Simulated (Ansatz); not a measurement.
The end point of a relaxation of GaSb. Space group F-43m (No. 216), zinc blende type. These are PBEsol (plane waves to 420 eV, PAW, scalar-relativistic; Ansatz, a program for electronic structure) values and carry that method's errors.

```cif
data_Ga4Sb4
_chemical_formula_sum 'Sb4 Ga4'
_space_group_name_H-M_alt 'F-43m'
_space_group_IT_number 216
_space_group_name_Hall 'F -4 2 3'
_cell_length_a 6.11200
_cell_length_b 6.11200
_cell_length_c 6.11200
_cell_angle_alpha 90.000
_cell_angle_beta 90.000
_cell_angle_gamma 90.000
loop_
_atom_site_label
_atom_site_type_symbol
_atom_site_symmetry_multiplicity
_atom_site_Wyckoff_symbol
_atom_site_fract_x
_atom_site_fract_y
_atom_site_fract_z
_atom_site_occupancy
Sb1 Sb 4 c 0.25000 0.25000 0.25000 1
Ga1 Ga 4 a 0.00000 0.00000 0.00000 1
```
(The calculation used a cell of 2 atoms; values per cell refer to that cell.)

For GaSb, the volume per atom comes out as 28.54 Å³ and the density is 5.57 g/cm³. The band gap comes out as zero, with touching bands (no spin-orbit coupling), the shortest distances is Ga–Sb 2.65 Å and the k-mesh comes out as 13×13×13.

No spin polarisation in the result. Spin-orbit coupling is missing; with elements this heavy it can move band edges by tenths of an eV or more. The gap comes from the SCF mesh and the high-symmetry points alone.

Measured for GaSb: a 6.0959 Å (room temperature; as listed in I. Vurgaftman, J. R. Meyer, L. R. Ram-Mohan, Journal of Applied Physics (2001)); gap 0.82 eV (0 K or low temperature; as listed in arXiv:1206.3780). Computed minus measured — a: PBEsol +0.3 %; gap: PBEsol -0.82 eV. The computed values are for a static lattice, and a measured gap can be an optical one, lowered by exciton binding.

The run could not lose the symmetry of its start; a randomly shaken copy of 2 atoms returns to this structure.

All atoms sit on sites fixed by symmetry, so only the cell could relax.
